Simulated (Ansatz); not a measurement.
The relaxed structure here is a generated cell of PbS: the first start was made by placing the elements on the sites of a structure type, and the end was not matched to a known phase here, so it may be hypothetical. Known forms of PbS include space group No. 225.

A relaxed structure of PbS. Space group I4₁/amd (No. 141), AFLOW prototype AB_tI8_141_a_b ("40", as in NbP). The numbers are results of r2SCAN (plane waves to 500 eV, PAW, scalar-relativistic; Ansatz, an electronic-structure program), not measurements.

```cif
data_Pb4S4
_chemical_formula_sum 'Pb4 S4'
_space_group_name_H-M_alt 'I41/amd :1'
_space_group_IT_number 141
_space_group_name_Hall 'I 4bw 2bw -1bw'
_cell_length_a 4.12274
_cell_length_b 4.12274
_cell_length_c 12.16842
_cell_angle_alpha 90.000
_cell_angle_beta 90.000
_cell_angle_gamma 90.000
loop_
_atom_site_label
_atom_site_type_symbol
_atom_site_symmetry_multiplicity
_atom_site_Wyckoff_symbol
_atom_site_fract_x
_atom_site_fract_y
_atom_site_fract_z
_atom_site_occupancy
Pb1 Pb 4 a 0.00000 0.00000 0.00000 1
S1 S 4 b 0.00000 0.00000 0.50000 1
```
(The calculation used a cell of 4 atoms; values per cell refer to that cell.)

### Question
What is the computed band gap (r2SCAN)?

### Answer
No clear gap: the sampled points leave 0.02 eV away from the symmetry points, which may be a band crossing missed between them.

### Question
Estimate the smallest direct gap that r2SCAN returns for this input.

### Answer
0.24 eV at k = (0.1818, -0.3636, 0.3636).

No spin polarisation in the result. Spin-orbit coupling is missing; with elements this heavy it can move band edges by tenths of an eV or more.

The run could not lower the symmetry of its start; a shaken copy of this end point relaxes with r2SCAN to Fm-3m (No. 225), 0.36 eV/atom lower.
